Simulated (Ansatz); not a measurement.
Mo (bcc, W type)

```
Mo
1.0
   -1.57544     1.57544     1.57544
    1.57544    -1.57544     1.57544
    1.57544     1.57544    -1.57544
Mo
1
Direct
  0.00000   0.00000   0.00000
```

Method: r2SCAN (plane waves to 500 eV, PAW, scalar-relativistic; Ansatz, an electronic-structure program). Harmonic phonons by density-functional perturbation theory on a 22×22×22 k mesh, in cm⁻¹ and rounded to 5; i marks imaginary ones, q is in fractions of the reciprocal vectors of the cell shown, and the three acoustic modes at Γ are left out. The program warned that its band solver left a few bands short of their tolerance. Mo is run without spin polarisation. Mo was relaxed with its symmetry unable to fall. The PAW data are Ansatz's earlier set.

**Question.** Does any mode at N = (0.5, 0.0, 0.0), H = (0.5, 0.5, 0.5) come out imaginary?

**Answer.** No imaginary mode at these points (lowest 125 cm⁻¹ at N = (0.5, 0.0, 0.0)); other wave vectors were not tested.

**Question.** List the wavenumbers at N = (0.5, 0.0, 0.0), H = (0.5, 0.5, 0.5), with degeneracies.

**Answer.** 
| q | wavenumbers (cm⁻¹) |
|---|---|
| N = (0.5, 0.0, 0.0) | 125, 205, 270 |
| H = (0.5, 0.5, 0.5) | 150 (×3) |
